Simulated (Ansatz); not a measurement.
One crystal and one scan (energy against volume) at two levels, PBE (plane waves to 420 eV, PAW, scalar-relativistic; Ansatz, an electronic-structure program) and PBEsol (plane waves to 420 eV, PAW, scalar-relativistic; Ansatz), each from its own relaxed cell and on its own mesh.

The crystal is SiO2 (alpha-cristobalite type, space group P4_12_12); the cell is scaled evenly about its relaxed volume V₀.

The energy includes the smearing's −TS. SiO2 was relaxed with its symmetry unable to fall. With the shape held, the modulus is that of even scaling; a crystal free to change shape is softer.

```tsv
quantity	run 1	run 2
Lattice constant a (Å)	5.085	5.031
Lattice constant c (Å)	7.100	7.014
Relaxed volume (Å³/atom)	15.30	14.79
Bulk modulus at fixed cell shape B₀ (third-order Birch-Murnaghan fit) (GPa)	17.3	14.2
Pressure derivative B₀′ (fit)	2.3	3.0
```

**Question.** Which run is which level?

**Answer.** Run 1 is PBE, run 2 is PBEsol. PBE gives the higher value for: lattice constant a; lattice constant c; relaxed volume; bulk modulus at fixed cell shape B₀. PBE gives the lower value for: pressure derivative B₀′. Neither level is exact: the differences show how much the result hangs on the functional.

(A scan under strain: stresses follow from slopes of the energy per volume, elastic moduli from its curvatures.)
